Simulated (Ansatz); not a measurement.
**Rutile alloy of SnO2 and PbO2 (18 of 24 Sn sites exchanged), 72 atoms**

Ansatz, PAW, plane waves. PBEsol relaxation of cell lengths and atoms (angles held) at the single k point (¼, ¼, ¼) without its symmetry partners; single points on the relaxed atoms at the single k point (¼, ¼, ¼) without its symmetry partners, onto which points of the small cell's zone fold. Arrangement: random. No spin–orbit coupling unless named.

Relaxed structure:

```
CELL_PARAMETERS angstrom
9.83612 0.00000 0.00000
0.00000 9.92681 0.00000
0.00000 0.00000 10.06037
ATOMIC_POSITIONS crystal
Sn 0.00014 0.99996 0.00166
Sn 0.00013 0.99995 0.33367
Sn 0.00021 0.99994 0.66642
Sn 0.00014 0.49997 0.00147
Sn 0.50017 0.99997 0.33315
Sn 0.50016 0.49995 0.33371
Pb 0.00015 0.49997 0.33184
Pb 0.00019 0.49995 0.66844
Pb 0.50019 0.99997 0.00284
Pb 0.50012 0.99996 0.66579
Pb 0.50019 0.49999 0.00280
Pb 0.50013 0.49995 0.66506
Pb 0.24884 0.24849 0.16819
Pb 0.24991 0.24710 0.49876
Pb 0.24409 0.24634 0.83459
Pb 0.24835 0.75171 0.16788
Pb 0.25191 0.75521 0.49871
Pb 0.24360 0.74975 0.83502
Pb 0.75196 0.24825 0.16793
Pb 0.74850 0.24479 0.49881
Pb 0.75664 0.25006 0.83501
Pb 0.75142 0.75133 0.16834
Pb 0.75045 0.75289 0.49892
Pb 0.75621 0.75362 0.83469
O 0.14513 0.14953 0.00247
O 0.14164 0.15523 0.33333
O 0.14326 0.15199 0.66593
O 0.14333 0.65379 0.00256
O 0.14509 0.66358 0.33452
O 0.14705 0.66012 0.66473
O 0.64929 0.16078 0.00065
O 0.64615 0.15065 0.33263
O 0.64656 0.16091 0.66867
O 0.64609 0.66519 0.00059
O 0.64878 0.65232 0.33350
O 0.64979 0.66256 0.66800
O 0.35442 0.33459 0.00036
O 0.35171 0.34742 0.33316
O 0.34997 0.33791 0.66776
O 0.35128 0.83894 0.00049
O 0.35428 0.84923 0.33240
O 0.35321 0.83950 0.66856
O 0.85673 0.34636 0.00235
O 0.85516 0.33641 0.33446
O 0.85381 0.33930 0.66470
O 0.85490 0.85064 0.00255
O 0.85854 0.84476 0.33335
O 0.85758 0.84747 0.66594
O 0.09971 0.41017 0.16009
O 0.10373 0.40978 0.50004
O 0.09766 0.40911 0.84166
O 0.09599 0.91241 0.16760
O 0.09754 0.91432 0.49996
O 0.09392 0.91129 0.83417
O 0.60020 0.40994 0.17497
O 0.59791 0.40783 0.49273
O 0.60667 0.41234 0.83395
O 0.59996 0.91073 0.17467
O 0.59918 0.91089 0.49280
O 0.60643 0.91345 0.83431
O 0.40083 0.08959 0.17460
O 0.40072 0.08868 0.49271
O 0.39396 0.08658 0.83431
O 0.40052 0.59035 0.17494
O 0.40195 0.59171 0.49264
O 0.39383 0.58776 0.83395
O 0.90433 0.08755 0.16763
O 0.90270 0.08550 0.50006
O 0.90642 0.08858 0.83410
O 0.90032 0.58948 0.16011
O 0.89640 0.58996 0.50010
O 0.90300 0.59117 0.84160
```

What are the mean bond lengths by pair (pairs within 1.2 times the sum of covalent radii, less contacts 15 % beyond the pair's median; cation–cation pairs of compounds aside; long ionic contacts are cut short by that bound)?

O–Pb 2.173 ± 0.012 Å (standard deviation, 108 bonds); O–Sn 2.087 ± 0.018 Å (standard deviation, 36 bonds).

What gap lies between the top filled and the lowest empty level in the single points?

HSE06 1.91 eV (34 s on NVIDIA GB300). Away from Γ this isn't the crystal's band gap.
